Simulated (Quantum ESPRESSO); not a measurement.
# GaIn3P4: convergence and cost over cutoff and k mesh

Simulated, not a measurement. The program is pw.x of Quantum ESPRESSO 7.5 (plane-wave density functional theory). The cell is made up: 8 atoms on a zincblende/diamond lattice, with randomly drawn elements, strain and displacements, not relaxed. PseudoDojo standard norm-conserving files (v0.5 for PBE, v0.4.1 for LDA and PBEsol) set the functional; there is no spin polarisation, spin-orbit coupling or dispersion term, and the masses in the input are unused placeholders.

Input of the run in row 4:

```
&control calculation='scf', pseudo_dir='./dojo.nc.sr.pbe.v0_5.standard.upf', outdir='./o', disk_io='medium', tprnfor=.true., tstress=.true. /
&system ibrav=0, nat=8, ntyp=3, nbnd=42, ecutwfc=79.96652505, nosym=.true., tot_charge=0,
 occupations='smearing', smearing='fd', degauss=0.0018374661
/
&electrons conv_thr=7.350e-09, electron_maxstep=60, /
ATOMIC_SPECIES
Ga 1.0 Ga.upf
In 1.0 In.upf
P 1.0 P.upf
CELL_PARAMETERS angstrom
5.7536 0.0364 -0.0776
0.0364 5.7572 -0.0323
-0.0776 -0.0323 5.6647
ATOMIC_POSITIONS angstrom
Ga 0.0147 -0.0878 -0.0928
In -0.0495 2.8974 2.8128
In 2.74 -0.0172 2.8592
In 2.8329 2.9168 -0.0359
P 1.4969 1.5528 1.4185
P 1.372 4.3536 4.2388
P 4.2772 1.4419 4.1361
P 4.33 4.3708 1.302
K_POINTS automatic
4 4 4 1 1 1
```

The same cell was run at these settings. Meshes are shifted by half a step, and differences are from the last row, which is itself not exact.

```
cutoff (eV)     k mesh  k points solved  threshold (eV)  free energy less the last row's (eV)  pressure (GPa)  largest stress difference (GPa)  largest force difference (eV/Å)  iterations  wall time (s)  k-point pools              processor
        762  2 x 2 x 2                4           1e-04                                 2.389           -9.31                            15.47                            0.063           7             39              1  AMD EPYC, Zen 5 class
       1088  2 x 2 x 2                4           1e-07                                 0.437            6.23                             0.26                            0.028          10            101              1  AMD EPYC, Zen 5 class
        730  4 x 4 x 4               32           1e-07                                 3.457          -18.80                            24.79                            0.008          11            274              1  AMD EPYC, Zen 5 class
       1088  4 x 4 x 4               32           1e-07                                 0.009            5.97                             0.01                            0.001          10            672              1  AMD EPYC, Zen 5 class
       1377  6 x 6 x 6              108           1e-07                                 0.000            5.98                             0.00                            0.000          10           1587              1  AMD EPYC, Zen 5 class
```

Each pool is one process. Wall times include start-up and a band step at six k points, which weighs most on the coarsest meshes. The runs were on shared virtual cores whose load varied, so times are rough.